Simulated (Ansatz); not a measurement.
TePb (rock salt, Fm-3m), the program Ansatz at the r²SCAN level (PAW). The conduction-band minimum lies at L, with 4 equivalent valleys. Second derivatives d²E/dk² of the lowest band at one valley (eV·Å²), along Cartesian directions:

```csv
direction,d²E/dk²
[100],50.06
[010],50.06
[001],50.06
[110],36.46
[101],64.98
[011],64.98
```

Q: Find the principal effective masses, the density-of-states mass and the conductivity mass.

A: Off-diagonal terms follow from H_xy = H[110] − (H_xx + H_yy)/2, and m*/mₑ = 7.620 eV·Å² over each eigenvalue: 0.12, 0.12, 0.36. One valley's DOS mass (m₁m₂m₃)^(1/3) = 0.17, conductivity mass 3/(Σ 1/mᵢ) = 0.15 mₑ.

Q: What effective density of states Nc follows at 300 K for parabolic valleys?

A: Nc = 2.509e19 × 4 × (0.17)^(3/2) ≈ 7.0e18 cm⁻³.

The r²SCAN relaxation kept the symmetry of its start. Spin–orbit coupling is left out wherever it is not named.

Potentials: the later of the program's two PAW sets.

Edges and masses are those of Kohn–Sham bands, whose gap is no quasiparticle gap.
